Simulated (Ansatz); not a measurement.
Values for one crystal, relaxed and computed with r²SCAN (plane waves, PAW; program Ansatz); other levels are named.

| Quantity | Value |
|---|---|
| Volume per atom | 19.36 Å³ |
| Electronic character | metallic (no gap) |
| Density of states at the Fermi level | 0.51 states/eV per atom (mean over ±0.08 eV) |
| Formation energy from the elements (no fitted shifts) | -1128 meV/atom |

Q: Which compound is it?
A. LaPd3S4, Pm-3n (La on 2a, Pd on 6c, S on 8e)
B. Ti2S3, C2/m (Pearson symbol mS20)
C. YSi2Pd2, I4/mmm (Y on 2a, Si on 4e, Pd on 4d)
D. ZrGeS, P4/nmm (Zr on 2c, S on 2c, Ge on 2a)

A: A, LaPd3S4, Pm-3n (La on 2a, Pd on 6c, S on 8e)

The first step of the workflow began from a Materials Project structure, measured or hypothetical; the Crystallography Open Database copy checked does not list it. Whether it is the stable phase at ambient conditions was not checked. The r²SCAN relaxation kept the symmetry of its start; its stability against distortions is not shown here. No spin polarisation was allowed. The references are the lowest solids computed at this level, not always the standard phases. Scalar-relativistic: spin–orbit coupling is off unless named, which matters more the heavier the elements.

Potentials: the later of the program's two PAW sets.
